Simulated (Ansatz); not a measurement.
An elastic tensor (GPa, Voigt order, standard axes) from LDA in the plane-wave PAW code Ansatz:

```
      1     2    3    4    5    6
-  ----  ----  ---  ---  ---  ---
1   606  59.8  137  0.0  0.0  0.0
2  59.8   606  137  0.0  0.0  0.0
3   137   137  472  0.0  0.0  0.0
4   0.0   0.0  0.0  276  0.0  0.0
5   0.0   0.0  0.0  0.0  276  0.0
6   0.0   0.0  0.0  0.0  0.0  273
```

Q: Which compound is it?
A) Zr, hcp (Mg type)
B) BP, wurtzite
C) Ti, P6/mmm (Ti on 1a, Ti on 2d)
D) ZrB2, P6/mmm (Zr on 1a, B on 2d)

A: D, ZrB2, P6/mmm (Zr on 1a, B on 2d)

The LDA relaxation kept the symmetry of its start; of distortions, only those at the zone centre were tested. The run is not spin-polarised. As this level gives no gap, shear constants depend on the k-mesh and smearing (Fermi–Dirac, 0.1 eV here).

Potentials: the earlier of the program's two PAW sets.
